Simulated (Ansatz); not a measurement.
CdS:
```
CdS
1.0
    4.16359     0.00000     0.00000
   -2.08179     3.60577     0.00000
    0.00000     0.00000     6.76711
Cd S
2 2
Direct
  0.66667   0.33333   0.00099
  0.33333   0.66667   0.50099
  0.66667   0.33333   0.62421
  0.33333   0.66667   0.12421
```

Relaxed with r²SCAN. Independent-particle spectrum: no excitons, no local fields, no scissors shift; 0.1 eV broadening; ε₁ of the summed bands alone.

Q: Tabulate the dielectric function from the program Ansatz at the r²SCAN level (PAW).

A: 

```csv
E (eV),ε₁ xx,ε₂ xx,ε₁ zz,ε₂ zz
0.0,5.43,0.00,5.47,0.00
0.4,5.46,0.00,5.50,0.00
0.8,5.56,0.00,5.61,0.00
1.2,5.78,0.00,5.83,0.00
1.6,6.41,0.12,6.42,0.06
2.0,6.36,0.97,6.51,1.00
2.4,6.22,1.20,6.33,1.29
2.8,6.27,1.34,6.33,1.47
3.2,6.51,1.50,6.47,1.65
3.6,7.02,1.79,6.79,1.89
4.0,7.73,3.25,7.38,2.30
4.4,7.47,3.90,8.57,3.31
4.8,6.04,6.17,7.89,8.25
5.2,5.49,6.04,4.40,7.54
5.6,4.54,5.45,2.86,6.66
6.0,4.57,7.17,1.42,4.86
6.4,3.76,4.74,4.93,4.06
6.8,4.08,6.87,4.05,7.29
7.2,0.18,8.91,-0.02,8.50
7.6,1.16,5.24,0.68,5.51
8.0,0.83,7.56,1.31,6.34
8.4,-2.45,5.99,-2.40,7.28
8.8,-3.03,3.74,-3.15,3.95
9.2,-1.66,3.00,-1.95,2.75
9.6,-1.69,2.74,-1.52,2.39
10.0,-1.35,2.09,-1.07,2.12
10.4,-1.27,1.93,-1.22,2.23
10.8,-0.88,1.52,-1.08,1.87
11.2,-0.54,1.58,-0.84,1.39
11.6,-0.59,1.68,-0.46,1.50
12.0,-0.72,1.43,-0.71,1.49
```

Q: From ε at 2.2 eV (xx: 6.27 + 1.10i), find n, k, the normal reflectivity and the absorption coefficient.

A: n = 2.51, k = 0.219, R = 19 %, α = 2kE/ħc = 49000 cm⁻¹.

With all bands, ε∞ without local fields is 5.58 (xx = yy), 5.63 (zz).

Space group P6_3mc (wurtzite). The cell was relaxed with r²SCAN under the symmetry of its start. Scalar-relativistic: spin–orbit coupling is off unless named, which matters more the heavier the elements.

Potentials: the later of the program's two PAW sets.
